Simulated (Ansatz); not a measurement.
Relaxed-ion elastic tensor of AlNi3 in space group Fm-3m (No. 225; Al on 4b, Ni on 8c, Ni on 4a) in GPa (Voigt order), DFT-LDA in the program Ansatz with PAW potentials; density 7.95 g/cm³, 10.60 Å³ per atom.

```
199  228  228  0.0  0.0  0.0
228  199  228  0.0  0.0  0.0
228  228  199  0.0  0.0  0.0
0.0  0.0  0.0  160  0.0  0.0
0.0  0.0  0.0  0.0  160  0.0
0.0  0.0  0.0  0.0  0.0  160
```

Task: Is the crystal mechanically stable?

Result: No: the smallest eigenvalue of C is -29.5 GPa.

The workflow started from a Materials Project entry (that database holds measured and hypothetical structures alike); the Crystallography Open Database copy checked does not list it. With Al and Ni taken as one species the cell has the higher symmetry Im-3m, so it may be an ordered model of a mixed-site phase. It is not the phase usual at ambient conditions (space group No. 221). The LDA relaxation kept the symmetry of its start. At this level the phase is mechanically unstable. The run is not spin-polarised. As this level gives no gap, shear constants depend on the k-mesh and smearing (Fermi–Dirac, 0.1 eV here).

Potentials: the later of the program's two PAW sets.
